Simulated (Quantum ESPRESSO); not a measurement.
Mo3TaSe7Cl, finding a planted mistake in a log

Computed values, not a measurement. The program is pw.x of Quantum ESPRESSO 7.5 (plane-wave density functional theory). The cell is made up: 12 atoms on a layered 2H lattice, with randomly drawn elements, strain and displacements, not relaxed. PseudoDojo standard norm-conserving files (v0.5 for PBE, v0.4.1 for LDA and PBEsol) set the functional; there is no spin polarisation, spin-orbit coupling or dispersion term, and the masses in the input are unused placeholders.

Intended input:

```
&control calculation='scf', pseudo_dir='./dojo.nc.sr.pbe.v0_5.standard.upf', outdir='./o', disk_io='medium', tprnfor=.true., tstress=.true. /
&system ibrav=0, nat=12, ntyp=4, nbnd=93, ecutwfc=85.99341389, nosym=.true., tot_charge=0,
 occupations='smearing', smearing='fd', degauss=0.0018374661
/
&electrons conv_thr=7.350e-09, electron_maxstep=60, /
ATOMIC_SPECIES
Cl 1.0 Cl.upf
Mo 1.0 Mo.upf
Se 1.0 Se.upf
Ta 1.0 Ta.upf
CELL_PARAMETERS angstrom
3.4007 0.0083 0.0119
0.0144 5.9362 0.0217
0.0477 0.0501 13.4943
ATOMIC_POSITIONS angstrom
Mo 0.0312 1.974 3.3442
Mo 1.7334 1.0286 10.1045
Ta 1.7279 4.9612 3.3902
Mo 0.0492 3.9897 10.1386
Se 0.044 1.974 8.4703
Se 0.0457 2.0309 11.794
Se 1.6871 1.0016 1.6878
Se 1.7237 1.0084 5.0792
Se 1.7318 4.9676 8.4853
Se 1.7286 4.9826 11.8344
Se 0.0057 3.9596 1.695
Cl 0.0109 3.9982 5.1159
K_POINTS automatic
6 4 2 1 1 1
```

The log is shortened where brackets say so; the opening notice, blank lines, dates and the lines on written files are dropped, and the path of the files is cut. It prints rydbergs, bohrs and kilobars, and counts compression as positive stress. Where no state is partly filled, the Fermi energy that it prints is only some level between the filled and the empty states on the mesh, and need not lie in the true gap.

Log of the intended run:

```
     Program PWSCF v.7.5
     Parallel version (MPI & OpenMP), running on       1 processor cores
     Number of MPI processes:                 1
     Threads/MPI process:                     1
     [start-up lines left out]
     bravais-lattice index     =            0
     lattice parameter (alat)  =       6.4265  a.u.
     unit-cell volume          =    1838.2730 (a.u.)^3
     number of atoms/cell      =           12
     number of atomic types    =            4
     number of electrons       =       174.00
     number of Kohn-Sham states=           93
     kinetic-energy cutoff     =      85.9934  Ry
     charge density cutoff     =     343.9737  Ry
     scf convergence threshold =      7.3E-09
     mixing beta               =       0.7000
     number of iterations used =            8  plain     mixing
     Exchange-correlation= PBE
                           (   1   4   3   4   0   0   0)
     [axes and pseudopotential details left out]
   Cartesian axes
     site n.     atom                  positions (alat units)
         1        Mo     tau(   1) = (   0.0091745   0.5804634   0.9833768  )
         2        Mo     tau(   2) = (   0.5097139   0.3024644   2.9712730  )
         3        Ta     tau(   3) = (   0.5080966   1.4588628   0.9969033  )
         4        Mo     tau(   4) = (   0.0144675   1.1731890   2.9813002  )
         5        Se     tau(   5) = (   0.0129384   0.5804634   2.4907292  )
         6        Se     tau(   6) = (   0.0134383   0.5971951   3.4680779  )
         7        Se     tau(   7) = (   0.4960992   0.2945249   0.4963051  )
         8        Se     tau(   8) = (   0.5068616   0.2965245   1.4935613  )
         9        Se     tau(   9) = (   0.5092435   1.4607448   2.4951401  )
        10        Se     tau(  10) = (   0.5083025   1.4651556   3.4799577  )
        11        Se     tau(  11) = (   0.0016761   1.1643379   0.4984223  )
        12        Cl     tau(  12) = (   0.0032052   1.1756884   1.5043531  )
     number of k points=    24  Fermi-Dirac smearing, width (Ry)=  0.0018
                       cart. coord. in units 2pi/alat
        k(    1) = (   0.0829418   0.0711805   0.0624456), wk =   0.0833333
        k(    2) = (   0.0833817   0.0716401  -0.0635638), wk =   0.0833333
     [further k points left out]
     Dense  grid:   197901 G-vectors     FFT dimensions: (  40,  72, 160)
     Estimated max dynamical RAM per process >     410.77 MB
     Initial potential from superposition of free atoms
     starting charge     173.9943, renormalised to     174.0000
     Starting wfcs are  107 randomized atomic wfcs
     total cpu time spent up to now is       40.5 secs
     per-process dynamical memory:   222.1 Mb
     Self-consistent Calculation
     iteration #  1     ecut=    85.99 Ry     beta= 0.70
     Davidson diagonalization with overlap
     ethr =  1.00E-02,  avg # of iterations =  2.0
     Threshold (ethr) on eigenvalues was too large:
     Diagonalizing with lowered threshold
     Davidson diagonalization with overlap
     ethr =  8.39E-04,  avg # of iterations =  2.0
     total cpu time spent up to now is      239.7 secs
     total energy              =   -2281.72747651 Ry
     estimated scf accuracy    <       1.48480440 Ry
     iteration #  2     ecut=    85.99 Ry     beta= 0.70
     Davidson diagonalization with overlap
     ethr =  8.53E-04,  avg # of iterations =  8.8
     total cpu time spent up to now is      373.1 secs
     total energy              =   -2278.48829477 Ry
     estimated scf accuracy    <      40.85049876 Ry
     [iterations 3 to 20 left out]
     iteration # 21     ecut=    85.99 Ry     beta= 0.70
     Davidson diagonalization with overlap
     ethr =  2.32E-10,  avg # of iterations =  4.5
     total cpu time spent up to now is     2444.4 secs
     total energy              =   -2282.61236625 Ry
     estimated scf accuracy    <       0.00000004 Ry
     iteration # 22     ecut=    85.99 Ry     beta= 0.70
     Davidson diagonalization with overlap
     ethr =  2.50E-11,  avg # of iterations =  4.4
     total cpu time spent up to now is     2521.9 secs
     End of self-consistent calculation
     [lines on levels left out]
     the Fermi energy is    11.1018 ev
!    total energy              =   -2282.61236625 Ry
     estimated scf accuracy    <          6.9E-09 Ry
     smearing contrib. (-TS)   =      -0.00000000 Ry
     internal energy E=F+TS    =   -2282.61236625 Ry
     The total energy is F=E-TS. E is the sum of the following terms:
     one-electron contribution =   -1331.20349180 Ry
     hartree contribution      =     712.10339970 Ry
     xc contribution           =    -439.10190652 Ry
     ewald contribution        =   -1224.41036762 Ry
     convergence has been achieved in  22 iterations
     Forces acting on atoms (cartesian axes, Ry/au):
     atom    1 type  2   force =    -0.01401586   -0.00101031    0.04261655
     atom    2 type  2   force =     0.00473162   -0.01090512    0.03041589
     atom    3 type  4   force =    -0.00909556    0.01056760    0.01666193
     atom    4 type  2   force =    -0.01026939   -0.00326247    0.00542688
     atom    5 type  3   force =    -0.00138307    0.01676393    0.00519941
     atom    6 type  3   force =    -0.00393826   -0.00904982   -0.02337330
     atom    7 type  3   force =     0.01263428   -0.00420795    0.01144845
     atom    8 type  3   force =     0.00018237    0.00344809   -0.03474276
     atom    9 type  3   force =     0.00662241    0.00323212    0.01320296
     atom   10 type  3   force =     0.00425706    0.00343842   -0.03078285
     atom   11 type  3   force =     0.00800419    0.00292980    0.01079011
     atom   12 type  1   force =     0.00227021   -0.01194429   -0.04686326
     Total force =     0.099589     Total SCF correction =     0.000670
     Computing stress (Cartesian axis) and pressure
          total   stress  (Ry/bohr**3)                   (kbar)     P=      -48.06
  -0.00034355  -0.00002399  -0.00004301          -50.54       -3.53       -6.33
  -0.00002399  -0.00038916  -0.00005937           -3.53      -57.25       -8.73
  -0.00004301  -0.00005937  -0.00024734           -6.33       -8.73      -36.38
     init_run     :     35.77s CPU     40.36s WALL (       1 calls)
     electrons    :   2379.41s CPU   2481.41s WALL (       1 calls)
     forces       :     14.68s CPU     14.92s WALL (       1 calls)
     stress       :     54.39s CPU     56.41s WALL (       1 calls)
     [timing details left out]
     PWSCF        :  41m24.72s CPU  43m14.97s WALL
     JOB DONE.
```

A second run was made from an input with one planted mistake. Its log:

```
     Program PWSCF v.7.5
     Parallel version (MPI & OpenMP), running on       4 processor cores
     Number of MPI processes:                 4
     Threads/MPI process:                     1
     [start-up lines left out]
     bravais-lattice index     =            0
     lattice parameter (alat)  =       6.3204  a.u.
     unit-cell volume          =    1748.7860 (a.u.)^3
     number of atoms/cell      =           12
     number of atomic types    =            4
     number of electrons       =       174.00
     number of Kohn-Sham states=           93
     kinetic-energy cutoff     =      85.9934  Ry
     charge density cutoff     =     343.9737  Ry
     scf convergence threshold =      7.3E-09
     mixing beta               =       0.7000
     number of iterations used =            8  plain     mixing
     Exchange-correlation= PBE
                           (   1   4   3   4   0   0   0)
     [axes and pseudopotential details left out]
   Cartesian axes
     site n.     atom                  positions (alat units)
         1        Mo     tau(   1) = (   0.0091789   0.5804528   0.9833672  )
         2        Mo     tau(   2) = (   0.5097125   0.3024549   2.9712699  )
         3        Ta     tau(   3) = (   0.5080980   1.4588457   0.9969113  )
         4        Mo     tau(   4) = (   0.0144710   1.1731939   2.9812860  )
         5        Se     tau(   5) = (   0.0129461   0.5804528   2.4907086  )
         6        Se     tau(   6) = (   0.0134245   0.5971960   3.4680662  )
         7        Se     tau(   7) = (   0.4961086   0.2945318   0.4963179  )
         8        Se     tau(   8) = (   0.5068721   0.2965350   1.4935581  )
         9        Se     tau(   9) = (   0.5092341   1.4607294   2.4951336  )
        10        Se     tau(  10) = (   0.5083073   1.4651544   3.4799360  )
        11        Se     tau(  11) = (   0.0016743   1.1643439   0.4984108  )
        12        Cl     tau(  12) = (   0.0031992   1.1756755   1.5043515  )
     number of k points=    24  Fermi-Dirac smearing, width (Ry)=  0.0018
                       cart. coord. in units 2pi/alat
        k(    1) = (   0.0829411   0.0711801   0.0624460), wk =   0.0833333
        k(    2) = (   0.0833808   0.0716388  -0.0635643), wk =   0.0833333
     [further k points left out]
     Dense  grid:   188517 G-vectors     FFT dimensions: (  40,  72, 150)
     Estimated max dynamical RAM per process >     591.77 MB
     Estimated total dynamical RAM >       2.18 GB
     Initial potential from superposition of free atoms
     starting charge     173.9943, renormalised to     174.0000
     Starting wfcs are  107 randomized atomic wfcs
     total cpu time spent up to now is        6.0 secs
     per-process dynamical memory:   419.9 Mb
     Self-consistent Calculation
     iteration #  1     ecut=    85.99 Ry     beta= 0.70
     Davidson diagonalization with overlap
     ethr =  1.00E-02,  avg # of iterations =  2.0
     Threshold (ethr) on eigenvalues was too large:
     Diagonalizing with lowered threshold
     Davidson diagonalization with overlap
     ethr =  7.19E-04,  avg # of iterations =  2.0
     total cpu time spent up to now is       28.4 secs
     total energy              =   -2281.89037402 Ry
     estimated scf accuracy    <       1.28421818 Ry
     iteration #  2     ecut=    85.99 Ry     beta= 0.70
     Davidson diagonalization with overlap
     ethr =  7.38E-04,  avg # of iterations =  9.0
     total cpu time spent up to now is       46.1 secs
     total energy              =   -2279.08856361 Ry
     estimated scf accuracy    <      33.02516865 Ry
     [iterations 3 to 21 left out]
     iteration # 22     ecut=    85.99 Ry     beta= 0.70
     Davidson diagonalization with overlap
     ethr =  5.89E-11,  avg # of iterations =  2.4
     total cpu time spent up to now is      316.6 secs
     total energy              =   -2282.62702271 Ry
     estimated scf accuracy    <       0.00000002 Ry
     iteration # 23     ecut=    85.99 Ry     beta= 0.70
     Davidson diagonalization with overlap
     ethr =  1.04E-11,  avg # of iterations =  5.2
     total cpu time spent up to now is      329.7 secs
     End of self-consistent calculation
     [lines on levels left out]
     the Fermi energy is    11.9557 ev
!    total energy              =   -2282.62702272 Ry
     estimated scf accuracy    <          2.9E-09 Ry
     smearing contrib. (-TS)   =      -0.00000000 Ry
     internal energy E=F+TS    =   -2282.62702272 Ry
     The total energy is F=E-TS. E is the sum of the following terms:
     one-electron contribution =   -1299.32738651 Ry
     hartree contribution      =     701.19790458 Ry
     xc contribution           =    -439.54414268 Ry
     ewald contribution        =   -1244.95339811 Ry
     convergence has been achieved in  23 iterations
     Forces acting on atoms (cartesian axes, Ry/au):
     atom    1 type  2   force =    -0.01640980    0.00560225    0.05225421
     atom    2 type  2   force =     0.00596355   -0.01303582    0.03509589
     atom    3 type  4   force =    -0.01076731    0.00567740    0.02715026
     atom    4 type  2   force =    -0.01179180   -0.00395151    0.00515313
     atom    5 type  3   force =    -0.00171720    0.01985833   -0.02350514
     atom    6 type  3   force =    -0.00480018   -0.01067349    0.00304805
     atom    7 type  3   force =     0.01483362   -0.00335694   -0.01728803
     atom    8 type  3   force =     0.00029086    0.00578331   -0.00967476
     atom    9 type  3   force =     0.00763917    0.00362862   -0.01450608
     atom   10 type  3   force =     0.00473063    0.00444362   -0.00538432
     atom   11 type  3   force =     0.00932763    0.00164054   -0.01868319
     atom   12 type  1   force =     0.00270081   -0.01561631   -0.03366004
     Total force =     0.097284     Total SCF correction =     0.000371
     Computing stress (Cartesian axis) and pressure
          total   stress  (Ry/bohr**3)                   (kbar)     P=        2.03
  -0.00001801  -0.00002949  -0.00005114           -2.65       -4.34       -7.52
  -0.00002949  -0.00007537  -0.00006979           -4.34      -11.09      -10.27
  -0.00005114  -0.00006979   0.00013475           -7.52      -10.27       19.82
     init_run     :      5.62s CPU      5.82s WALL (       1 calls)
     electrons    :    318.50s CPU    323.73s WALL (       1 calls)
     forces       :      2.45s CPU      2.49s WALL (       1 calls)
     stress       :      8.00s CPU      8.15s WALL (       1 calls)
     [timing details left out]
     PWSCF        :   5m34.80s CPU   5m40.52s WALL
     JOB DONE.
```

Question: what was wrong in the second input?

Answer: the cell and the positions are scaled by a wrong factor. The input lines that differ, file-writing options aside:

```
- 3.4007 0.0083 0.0119
+ 3.3446 0.0082 0.0117
- 0.0144 5.9362 0.0217
+ 0.0142 5.8383 0.0213
- 0.0477 0.0501 13.4943
+ 0.0469 0.0493 13.2716
- Mo 0.0312 1.974 3.3442
+ Mo 0.0307 1.9414 3.289
- Mo 1.7334 1.0286 10.1045
+ Mo 1.7048 1.0116 9.9378
- Ta 1.7279 4.9612 3.3902
+ Ta 1.6994 4.8793 3.3343
- Mo 0.0492 3.9897 10.1386
+ Mo 0.0484 3.9239 9.9713
- Se 0.044 1.974 8.4703
+ Se 0.0433 1.9414 8.3305
- Se 0.0457 2.0309 11.794
+ Se 0.0449 1.9974 11.5994
- Se 1.6871 1.0016 1.6878
+ Se 1.6593 0.9851 1.66
- Se 1.7237 1.0084 5.0792
+ Se 1.6953 0.9918 4.9954
- Se 1.7318 4.9676 8.4853
+ Se 1.7032 4.8856 8.3453
- Se 1.7286 4.9826 11.8344
+ Se 1.7001 4.9004 11.6391
- Se 0.0057 3.9596 1.695
+ Se 0.0056 3.8943 1.667
- Cl 0.0109 3.9982 5.1159
+ Cl 0.0107 3.9322 5.0315
```

|  | intended run | run with the mistake |
| --- | --- | --- |
| free energy (eV) | -31056.523 | -31056.723 |
| smearing term -TS (eV) | 0.0000 | 0.0000 |
| pressure (GPa) | -4.81 | 0.20 |
| largest force component (eV/Å) | 1.205 | 1.344 |
| largest change of a force component (eV/Å) |  | 0.758 |
| iterations | 22 | 23 |

For scale, a rerun of the intended cell at a cutoff of 1467 eV and k mesh 8 x 6 x 4 moved values by no more than 0.003 eV in energy, 0.02 GPa in stress and 0.004 eV/Å in force.